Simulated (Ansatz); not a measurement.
Below is a relaxed structure of Fe₄Si. The cell was found from a structure generator's guess, not taken from experiment.

Theory: Ansatz, DFT PBE, scalar-relativistic, plane waves, PAW. Cutoff 420 eV, Γ-centred mesh, Gaussian smearing, collinear spin.

```
CELL_PARAMETERS angstrom
3.92188 0.00000 0.00000
-1.96094 3.39645 0.00000
0.00000 0.00000 4.77716
ATOMIC_POSITIONS crystal
Fe 0.33333 0.66667 0.50000
Fe 0.66667 0.33333 0.75519
Fe 0.66667 0.33333 0.24481
Fe 0.33333 0.66667 0.00000
Si 0.00000 0.00000 0.50000
```

Formation energies are uncorrected and refer to the elements' standard structures at the same level.

Question: Find its symmetry and describe it.

Answer: P-6m2 (No. 187). Conventional cell: a = 3.922 Å, c = 4.777 Å. Around Fe on a site of symmetry -6m2 lie 3 Si at 2.26 Å, 2 Fe at 2.39 Å and 6 Fe at 2.57 Å; around Fe on a site of symmetry 3m lie 8 Fe at 2.34–2.57 Å and 3 Si at 2.57 Å; Fe on a second site of symmetry -6m2 has 2 Fe at 2.39 Å and 6 Fe at 2.55 Å; around Si lie 3 Fe at 2.26 Å and 6 Fe at 2.57 Å.

Question: How far does it lie from the elements in energy?

Answer: +0.09 eV/atom. It can't be a ground state, since the elements alone are lower.

Question: Is it a metal?

Answer: Yes, bands cross the Fermi level on the 12×12×8 mesh.

Question: Which magnetic moments does it keep?

Answer: 1.67 μB per atom net, the space between the atoms included; by site: Fe 1.5, 2.2 (×2), 2.7 μB.

The last run used collinear spin, a 12×12×8 mesh (in the run's order of axes) for its 5-atom cell and Gaussian smearing of 0.10 eV. The magnetic state reached may not be the lowest. Symmetry constrained the relaxation, so the result can be a saddle point.
